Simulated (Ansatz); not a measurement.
## Electric field gradients in GaGeTe

Method: Ansatz 0.2.0, DFT LDA, scalar-relativistic, plane waves, PAW. Cutoff 420 eV, 12×12×12 k-points (Γ-centred), Fermi-Dirac smearing of 0.15 eV. No spin polarisation.

The cell, relaxed at this level:
```xyz
6
Lattice="2.0069 1.1587 11.3753 -2.0069 1.1587 11.3753 0.0000 -2.3174 11.3753" Properties=species:S:1:pos:R:3 pbc="T T T"
Ga    0.0000    0.0000    8.5727
Ga    0.0000    0.0000   25.5533
Ge    0.0000    0.0000   10.9807
Ge    0.0000    0.0000   23.1453
Te    0.0000    0.0000    4.0581
Te    0.0000    0.0000   30.0678
```

Without a gap these results depend on the k mesh and the smearing. The crystal is built of layers and no dispersion correction was added, so the binding between them is poorly described, and with it their spacing and whatever depends on it. Spin–orbit coupling is left out, which matters for gradients at heavy nuclei.

Question: Give V_zz (10²¹ V/m²) and the asymmetry η at each distinct site.

Answer:
| atom | V_zz | η |
| --- | --- | --- |
| Ga (atom 1) | -6.94 | 0.00 |
| Ge (atom 3) | -2.03 | 0.00 |
| Te (atom 5) | -15.77 | 0.00 |

Whether GaGeTe exists in this form wasn't checked. The bands only touch here, so at this level the crystal is a zero-gap semiconductor or semimetal, not an ordinary metal; spin–orbit coupling, left out, can open or move such a gap.

Cost: 1 run of about 2.4 core-minutes, on Intel Xeon Processor @ 2.50GHz (Skylake/Cascade Lake) (shared hosts).